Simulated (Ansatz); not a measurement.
Ag:
Space group I4₁/amd, origin choice 1 (No. 141); a = b = 5.328 Å, c = 2.783 Å, α = β = γ = 90.00°

| atom | site | symmetry | x | y | z |
|---|---|---|---|---|---|
| Ag | 4a | -4m2 | 0.0000 | 0.0000 | 0.0000 |
(The calculation used a cell of 2 atoms; values per cell refer to that cell.)

Relaxed with PBE.

Task: Which orbitals make up the states near the Fermi level in PBE in the plane-wave PAW code Ansatz?

Result: Within 0.5 eV of the Fermi level: Ag 5s 59 %, Ag 4d 13 %, outside the projected shells 27 %. Projections are on Löwdin-orthogonalised atomic valence shells; empty p or d shells of many metals are not among them.

Task: Tabulate the density of states.

Result: States/eV per cell of 2 atoms, in 0.25 eV bins, energy from the Fermi level.

```
E (eV)  total  Ag 4d  Ag 5s  Ag 4p
------  -----  -----  -----  -----
-6.90    0.00   0.00   0.00   0.00
-6.65    0.06   0.00   0.06   0.00
-6.40    0.15   0.00   0.14   0.00
-6.15    0.23   0.02   0.21   0.00
-5.90    0.38   0.08   0.29   0.00
-5.65    2.22   1.76   0.45   0.00
-5.40    9.48   8.65   0.80   0.01
-5.15    8.47   7.92   0.52   0.01
-4.90    7.68   7.19   0.45   0.01
-4.65    5.58   5.10   0.43   0.01
-4.40    4.68   4.45   0.19   0.01
-4.15    6.56   6.25   0.27   0.01
-3.90    5.17   4.98   0.15   0.00
-3.65    7.72   7.48   0.21   0.00
-3.40    9.88   9.67   0.19   0.00
-3.15    6.37   6.20   0.15   0.00
-2.90    4.15   3.96   0.16   0.00
-2.65    3.46   3.23   0.21   0.00
-2.40    1.16   0.91   0.24   0.00
-2.15    0.49   0.22   0.26   0.00
-1.90    0.47   0.17   0.28   0.00
-1.65    0.48   0.15   0.30   0.00
-1.40    0.48   0.13   0.31   0.00
-1.15    0.49   0.11   0.32   0.00
-0.90    0.50   0.10   0.33   0.00
-0.65    0.53   0.09   0.33   0.00
-0.40    0.54   0.08   0.33   0.00
-0.15    0.55   0.08   0.33   0.00
0.10     0.55   0.07   0.33   0.00
0.35     0.57   0.06   0.33   0.00
0.60     0.60   0.06   0.32   0.00
0.85     0.57   0.05   0.29   0.00
1.10     0.53   0.04   0.26   0.00
1.35     0.47   0.03   0.23   0.00
1.60     0.41   0.03   0.21   0.00
1.85     0.42   0.03   0.24   0.00
2.10     0.52   0.05   0.31   0.00
2.35     0.54   0.04   0.31   0.00
2.60     0.61   0.04   0.33   0.00
2.85     0.79   0.05   0.44   0.00
3.10     0.68   0.04   0.33   0.00
3.35     0.71   0.04   0.34   0.00
3.60     0.77   0.04   0.34   0.00
3.85     0.80   0.03   0.32   0.00
4.10     0.83   0.03   0.28   0.00
4.35     0.83   0.02   0.24   0.00
4.60     0.83   0.02   0.20   0.00
4.85     0.84   0.02   0.17   0.00
```

Space group I4_1/amd (β-Sn type). The start of the workflow was typed in or built on a structure type; neither database checked (COD, Materials Project) lists it. It is not the phase usual at ambient conditions (space group No. 225). The PBE relaxation kept the symmetry of its start; its stability against distortions is not shown here. The run is not spin-polarised. Axis ratios of metals converge slowly with the k-mesh, so a and c are less sure than the volume. Spin–orbit coupling is left out wherever it is not named.

Potentials: the later of the program's two PAW sets.
